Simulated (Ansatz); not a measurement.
Relaxed-ion elastic tensor of CuAu (L1₀ or tetragonal B2, P4/mmm) in GPa (Voigt order), DFT-LDA in the program Ansatz with PAW potentials; density 15.70 g/cm³, 13.78 Å³ per atom.

```csv
,1,2,3,4,5,6
1,244,164,176,0.0,0.0,0.0
2,164,244,176,0.0,0.0,0.0
3,176,176,207,0.0,0.0,0.0
4,0.0,0.0,0.0,73.5,0.0,0.0
5,0.0,0.0,0.0,0.0,73.5,0.0
6,0.0,0.0,0.0,0.0,0.0,40.4
```

Question: Is the crystal mechanically stable?

Answer: Yes: the smallest eigenvalue of C is 38.7 GPa.

Question: Work out the Voigt, Reuss and Hill averages.

Answer: K_V = 192, K_R = 191, K_H = 191; G_V = 49.4, G_R = 38.9, G_H = 44.1 GPa.

Question: Give Young's modulus, Poisson's ratio, Pugh's ratio and the universal anisotropy index.

Answer: E = 9KG/(3K + G) = 123 GPa; ν = 0.39; K/G = 4.34 (ductile by the Pugh limit of 1.75); A_U = 5G_V/G_R + K_V/K_R − 6 = 1.36.

Question: Estimate the sound speeds and the Debye temperature.

Answer: v_l = √((K + 4G/3)/ρ) = 3990 m/s, v_t = √(G/ρ) = 1680 m/s, mean 1900 m/s; Θ = (h/k)(3n/4πV)^(1/3) v_m = 235 K.

Question: Solve the Christoffel equation for the three sound speeds along x, y, z.

Answer: Eigenvalues of C_ijkl n_j n_l equal ρv². In km/s, slowest first: x 1.60, 2.16, 3.94; y 1.60, 2.16, 3.94; z 2.16, 2.16, 3.63.

Question: How much does each axis shrink under pressure?

Answer: Linear compressibilities β_i = Σ_j S_ij (j = 1 to 3): x 1.4, y 1.4, z 2.5 per TPa.

The LDA relaxation kept the symmetry of its start; of distortions, only those at the zone centre were tested. No spin polarisation was allowed. As this level gives no gap, shear constants depend on the k-mesh and smearing (Fermi–Dirac, 0.1 eV here). On the denser mesh and wider smearing of the elastic run this cell carries a stress of 0.4 GPa. Scalar-relativistic: spin–orbit coupling is off unless named, which matters more the heavier the elements.

Potentials: the later of the program's two PAW sets.
